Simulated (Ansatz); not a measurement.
Computed properties of CdS

CdS:
```yaml
crystal:
  lattice:
    - [4.12008, 0.00000, 0.00000]
    - [-2.06004, 3.56809, 0.00000]
    - [0.00000, 0.00000, 20.16145]
  atoms:
    - { symbol: Cd, position: [0.00000, 0.00000, 0.99979] }
    - { symbol: Cd, position: [0.00000, 0.00000, 0.49979] }
    - { symbol: Cd, position: [0.66667, 0.33333, 0.83324] }
    - { symbol: Cd, position: [0.33333, 0.66667, 0.33324] }
    - { symbol: Cd, position: [0.66667, 0.33333, 0.16656] }
    - { symbol: Cd, position: [0.33333, 0.66667, 0.66656] }
    - { symbol: S, position: [0.00000, 0.00000, 0.87462] }
    - { symbol: S, position: [0.00000, 0.00000, 0.37462] }
    - { symbol: S, position: [0.66667, 0.33333, 0.70808] }
    - { symbol: S, position: [0.33333, 0.66667, 0.20808] }
    - { symbol: S, position: [0.66667, 0.33333, 0.04140] }
    - { symbol: S, position: [0.33333, 0.66667, 0.54140] }
```

Space group P6_3mc (No. 186); conventional cell a = b = 4.120 Å, c = 20.161 Å, α = β = 90.00°, γ = 120.00°.

Method: PBEsol in the plane-wave PAW code Ansatz. Structure relaxed to zero pressure with the same functional. Other levels are named where they apply.

Cell and energy:

```
Item                                                          Result
-----------------------------------------------------  -------------
Volume per atom                                             24.70 Å³
Density                                                   4.86 g/cm³
Formation energy from the elements (no fitted shifts)  -0.63 eV/atom
```

Electronic structure:

```
Item                                                                              Value
------------------------------------------------  -------------------------------------
Band gap                                                               1.04 eV (direct)
Valence-band maximum                                                               at Γ
Conduction-band minimum                                                            at Γ
Electron effective mass                                             0.11 mₑ (isotropic)
Electron effective mass with spin–orbit coupling                    0.11 mₑ (isotropic)
Hole effective mass, band 1 of 2 at the edge              1.6 along x, 1.6 along z (mₑ)
Hole effective mass, band 2 of 2 at the edge             0.11 along x, 1.6 along z (mₑ)
Hole effective mass with spin–orbit coupling      0.26, 0.26, 1.6 mₑ (principal values)
HSE06 gap on the PBEsol cell                                                    2.20 eV
Gap with spin–orbit coupling                                                    1.02 eV
```

Mechanics:

```
Quantity                                                                                                         Result
-----------------------------------------------------------  ----------------------------------------------------------
Bulk modulus (Birch–Murnaghan fit)                                                                             61.3 GPa
Pressure derivative B′                                                                                              4.6
Elastic constants (relaxed ions, GPa)                        C11 = 86.6, C12 = 53.0, C13 = 44.2, C33 = 96.0, C44 = 15.2
Mechanical stability                                                             stable (all eigenvalues of C positive)
Hill bulk and shear moduli                                                                            61.4 and 17.6 GPa
Young's modulus                                                                                                48.2 GPa
Poisson's ratio                                                                                                    0.37
Debye temperature from the elastic constants                                                                      219 K
Piezoelectric stress constants (proper, relaxed ions, C/m²)             e15 = e24 = 0.16, e31 = e32 = 0.18, e33 = -0.34
```

Phonons:

```
Quantity                                                            Result
--------------------------------------------------  ----------------------
Highest zone-centre frequency (without LO–TO term)                296 cm⁻¹
Zone-centre stability                               no imaginary mode at Γ
```

The cell is a constructed one: a structure type filled with these elements. Its sites differ from those of the usual phase in this space group: another stacking or structure type. Symmetry was held in the PBEsol relaxation. Signs of piezoelectric constants follow the polarity of the cell as given. The references are the lowest solids computed at this level, not always the standard phases. Spin–orbit coupling is left out wherever it is not named.

Potentials: the later of the program's two PAW sets.
